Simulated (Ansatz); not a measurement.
A relaxed structure of CuI. Computed with r2SCAN (plane waves to 500 eV, PAW, scalar-relativistic; Ansatz, an electronic-structure program).

```
CELL_PARAMETERS angstrom
      0.00000     3.01047     3.01047
      3.01047     0.00000     3.01047
      3.01047     3.01047     0.00000
ATOMIC_POSITIONS crystal
  Cu 0.25000 0.25000 0.25000
  I  0.50000 0.50000 0.50000
```

Task: Find the space group and the Wyckoff positions (tolerance 0.01 Å).

Result: Space group F-43m (No. 216); a = 6.021 Å, b = 6.021 Å, c = 6.021 Å, α = 90.00°, β = 90.00°, γ = 90.00°

| atom | site | symmetry | x | y | z |
|---|---|---|---|---|---|
| Cu | 4d | -43m | 0.7500 | 0.7500 | 0.7500 |
| I | 4b | -43m | 0.5000 | 0.5000 | 0.5000 |

This is the zinc blende type.

Task: Give the shortest distances between elements (the closest pairs, up to four, under 3.6 Å).

Result: Cu–I 2.61 Å.

```yaml
volume_per_atom: 27.28 Å³
band_gap: 1.67 eV, direct at Γ (no spin-orbit coupling)
```

No spin polarisation in the result. Without spin-orbit coupling the bands of the heavy element are not split, so the gap can be far off.

Measured for CuI: a 6.053 Å (as listed in arXiv:2305.18931). Computed minus measured — a: r2SCAN -0.5 %. The computed values are for a static lattice.

It was reached from a disturbed copy of a P-6m2 (No. 187) cell (AFLOW prototype AB_hP2_187_d_a (B_h, as in WC)), against which it lies -0.42 eV/atom.
